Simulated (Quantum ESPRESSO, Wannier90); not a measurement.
Wannier functions of Au (bcc (W type), model phase)

```
CELL_PARAMETERS angstrom
     -1.65727     1.65727     1.65727
      1.65727    -1.65727     1.65727
      1.65727     1.65727    -1.65727
ATOMIC_POSITIONS crystal
  Au 0.00000 0.00000 0.00000
```

Materials Project entry mp-2647062; symmetrised, unrelaxed at this level. This isn't the element's usual structure (fcc); take it as a model of another phase. Method: PBEsol plane waves in Quantum ESPRESSO 7.5 (PseudoDojo norm-conserving files, 61 Ry, spinors with spin-orbit coupling), Bloch states on a 10×10×10 mesh through Γ, Wannier90 4.0.1. Density: 18×18×18 mesh, cold smearing 0.01 Ry.

Energies are relative to the Fermi level.

**Bands.** No gap over 0.05 eV opens at the Fermi level at this level of theory. 3 filled groups are cut off by gaps; the highest, bands 5–8, spans -52.41 to -52.23 eV and is Au 5p 100 %.

**Model.** 18 functions (Au spd) from bands 9-42, frozen to 1.50 eV, reach Ω_I = 14.58 Å² and follow pw.x to 1.8 meV rms (states up to 1.0 eV relative to the Fermi level).

**Frozen window.** Edge, Ω_I and misfit go -1.5 eV, 14.52 Å², 8.0 meV; 0.5 eV, 14.55 Å², 3.1 meV; 1.0 eV, 14.57 Å², 1.9 meV; 1.5 eV, 14.58 Å², 1.8 meV. Ω_I never falls as the edge rises, since each frozen state takes freedom from the choice of the smoothest subspace. The edges under the compared range leave its upper states unfrozen, and their misfit is the largest.

**No window.** Without a frozen window Ω_I drops to 14.08 Å² while the misfit grows to 310 meV: a small spread is no proof of good bands.

**Outer window.** The setting "outer window to 22.88 eV" raises Ω_I to 20.71 Å², as fewer states are left to mix in, and the misfit goes to 12 meV.

**Stops.** With the frozen window to 15.80 eV the program stops (More states in the frozen window than target WFs).
